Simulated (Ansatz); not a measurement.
The start is a relaxed TiC cell, doubled along one cell vector, shaken by Gaussian noise of σ = 0.08 Å a coordinate. The structure is fully relaxed (lattice and positions, P = 0) with r2SCAN (plane waves to 500 eV, PAW, scalar-relativistic; Ansatz, an electronic-structure program). First-step values are on the input's coarse k-mesh.

Ansatz input (later rounds restart from its end on a renewed k-mesh):
Ansatz 0.2 input:
```yaml
crystal:
  lattice:
    - [6.2909663622, -0.0000000001, 0]
    - [-1.5727415905, 2.724068342, 0]
    - [0, 0, 4.7243726522]
  atoms:
    - { symbol: Ti, position: [0.1380924029, 0.6839850291, 0.2448207243] }
    - { symbol: Ti, position: [0.6861127827, 0.6624086437, 0.2565684032] }
    - { symbol: Ti, position: [0.3344117169, 0.3229442872, 0.7403561355] }
    - { symbol: Ti, position: [0.8414611363, 0.3088789016, 0.7482492952] }
    - { symbol: C, position: [-0.0001999156, -0.0364656891, 0.4887210137] }
    - { symbol: C, position: [0.5119969043, -0.001819979, 0.4644705246] }
    - { symbol: C, position: [0.0016175771, -0.0390129654, 0.0208170797] }
    - { symbol: C, position: [0.5210533244, 0.0467004689, -0.0047867465] }
basis: { ecutwfc: 500, ecutrho_ratio: 4, xc_grid: 4, fft_grid_basis: typed }
kpoints: { mp_grid: { grid: [4, 8, 5] } }
hamiltonian:
  xc: r2scan
  dispersion: none
  pseudopotentials: { azcp: { folder: ./paw }, kind: paw }
scf: { occupations: { method: fermi_dirac, width: 0.05 } }
relax: { f_tol: 0.01, max_steps: 100, cell: { stress_tol: 0.02 } }
output: { forces: true, stress: true }
```

Q: How large is the pressure on the unrelaxed cell, and of which sign?

A: +9 GPa (positive: the cell is compressed).

Q: What is the largest force in the starting geometry, and on which atom (counted from 1)?

A: About 7.9 eV/Å, on Ti1 (atoms numbered as listed).

Q: By how much does the energy per atom fall from start to end?

A: 0.22 eV/atom.

Q: Is the relaxed structure metallic? Give its gap.

A: Zero (metallic).

The end point of the relaxation:

```cif
data_C2Ti2
_chemical_formula_sum 'Ti2 C2'
_space_group_name_H-M_alt 'P63/mmc'
_space_group_IT_number 194
_space_group_name_Hall '-P 6c 2c'
_cell_length_a 3.14537
_cell_length_b 3.14537
_cell_length_c 4.72437
_cell_angle_alpha 90.000
_cell_angle_beta 90.000
_cell_angle_gamma 120.000
loop_
_atom_site_label
_atom_site_type_symbol
_atom_site_symmetry_multiplicity
_atom_site_Wyckoff_symbol
_atom_site_fract_x
_atom_site_fract_y
_atom_site_fract_z
_atom_site_occupancy
Ti1 Ti 2 d 0.66667 0.33333 0.25000 1
C1 C 2 a 0.00000 0.00000 0.00000 1
```

Final values are on a 17×17×10 k-mesh of the relaxed cell. No spin polarisation in the result.

The relaxed structure here is a generated cell of TiC: the first start was made by placing the elements on the sites of a structure type, and the end was not matched to a known phase here, so it may be hypothetical. Known forms of TiC include space group No. 225.
